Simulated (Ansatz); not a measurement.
Input:

LuH2 (fluorite, Fm-3m), a = b = c = 4.9928 Å, α = β = γ = 90.00°; the cell used has 3 atoms.

This is the r²SCAN-relaxed structure.

Task: All from r²SCAN (plane waves, PAW; program Ansatz), unless another level is named. Predict the electronic character.

Result: metallic (no gap).

Task: What about the density of states at the Fermi level?

Result: 0.18 states/eV per atom (mean over ±0.08 eV).

Task: What about the formation energy from the elements (no fitted shifts)?

Result: -0.77 eV/atom.

The workflow started from an entry of the Crystallography Open Database (COD). Whether it is the stable phase at ambient conditions was not checked. The cell was relaxed with r²SCAN under the symmetry of its start; whether a distortion lowers the energy is not shown. The references are the lowest solids computed at this level, not always the standard phases (solids in place of the gases). Scalar-relativistic: spin–orbit coupling is off unless named, which matters more the heavier the elements.

Potentials: the later of the program's two PAW sets.
